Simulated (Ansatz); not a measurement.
CoSi2 (fluorite or antifluorite type), relaxed with PBE (Ansatz, an electronic-structure program, plane waves, PAW): a = b = c = 5.3597 Å, α = β = γ = 90.00°.

```
Quantity                              Value
------------------------------------  -----
ΔH_f (eV/atom)                        -0.47
B₀ by P(V) fit (GPa)                    178
K_Hill (GPa)                            179
G_Hill (GPa)                           67.0
highest Γ mode, no LO–TO term (cm⁻¹)    330
Θ_D (K)                                 524
```

Task: The same phase is relaxed and computed with LDA in the same code. What are the cell and these values now?

Result: a = 5.2736 Å, b = 5.2736 Å, c = 5.2736 Å, α = 90.00°, β = 90.00°, γ = 90.00°.

- ΔH_f (eV/atom) = -0.62
- B₀ by P(V) fit (GPa) = 203
- K_Hill (GPa) = 204
- G_Hill (GPa) = 78.3
- highest Γ mode, no LO–TO term (cm⁻¹) = 348
- Θ_D (K) = 562

All cells were relaxed under the symmetry of their starts (and spin orders); stability against distortions was not tested throughout. Rows with no word on spin ran without spin polarisation.

Potentials: the later of the program's two PAW sets.

Ansatz is a plane-wave DFT program.

Formation energies count from the lowest solids of the elements computed at the same level, not from gases.
